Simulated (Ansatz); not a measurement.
Each is relaxed and computed with plane-wave PAW PBE (Ansatz code). Which is the only metal?
(A) BN, NiAs type
(B) TiB2, Fddd (B on 16f, Ti on 8a)
(C) CoLi3Nb3O12Ti, P1 (Pearson symbol aP20)
(D) BAs, Pm-3n (B on 6c, As on 6d)

B, TiB2, Fddd (B on 16f, Ti on 8a). TiB2: metal; BN: gap 1.48 eV (indirect); CoLi3Nb3O12Ti: gap 0.52 eV; BAs: gap 0.57 eV (indirect). Spin orders computed, not proven ground states: CoLi3Nb3O12Ti, P1 (Pearson symbol aP20) ferromagnetic. Constructed cells (a structure type filled with these elements, in neither database checked): TiB2, Fddd (B on 16f, Ti on 8a). Built on a structure type that need not be the filed one of that space group: BN, NiAs type. Typed or built starts, not in the databases checked: CoLi3Nb3O12Ti, P1 (Pearson symbol aP20); BAs, Pm-3n (B on 6c, As on 6d). Not the usual ambient phase: TiB2, Fddd (B on 16f, Ti on 8a); BN, NiAs type; BAs, Pm-3n (B on 6c, As on 6d). Unstable at this level: BN, NiAs type. All cells were relaxed under the symmetry of their starts (and spin orders); stability against distortions was not tested throughout. Rows with no word on spin ran without spin polarisation. No Hubbard U is applied. Scalar-relativistic: spin–orbit coupling is off unless named, which matters more the heavier the elements.

Potentials: the later of the program's two PAW sets.
